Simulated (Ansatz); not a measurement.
AgPt:
```cif
data_AgPt
_chemical_formula_sum 'Ag1 Pt1'
_space_group_name_H-M_alt 'P4/mmm'
_space_group_IT_number 123
_space_group_name_Hall '-P 4 2'
_cell_length_a 2.74691
_cell_length_b 2.74691
_cell_length_c 4.16935
_cell_angle_alpha 90.000
_cell_angle_beta 90.000
_cell_angle_gamma 90.000
loop_
_atom_site_label
_atom_site_type_symbol
_atom_site_symmetry_multiplicity
_atom_site_Wyckoff_symbol
_atom_site_fract_x
_atom_site_fract_y
_atom_site_fract_z
_atom_site_occupancy
Ag1 Ag 1 a 0.00000 0.00000 0.00000 1
Pt1 Pt 1 d 0.50000 0.50000 0.50000 1
```

Relaxed with PBEsol.

### Question
Decompose the optical modes at the zone centre into irreducible representations, and say which are infrared and Raman allowed.

### Answer
Point group 4/mmm: Γ_opt = A2u + Eu. Infrared: A2u, Eu. Raman: none.

### Question
Assign frequencies (DFPT, the program Ansatz at the PBEsol level (PAW)).

### Answer
Eu 110, A2u 188 cm⁻¹.

The start of the workflow was typed in or built on a structure type; neither database checked (COD, Materials Project) lists it. Its standing as an ambient phase is unchecked. The PBEsol relaxation kept the symmetry of its start; whether a distortion lowers the energy is not shown. The run is not spin-polarised. As this level gives no gap, phonon frequencies hold no LO–TO term and depend on the k-mesh and smearing (Fermi–Dirac, 0.1 eV here). Spin–orbit coupling is left out wherever it is not named.

Potentials: the earlier of the program's two PAW sets. The files were generated under PBE; for other functionals the program regenerates the frozen cores, and for LDA and PBEsol the local potential too.
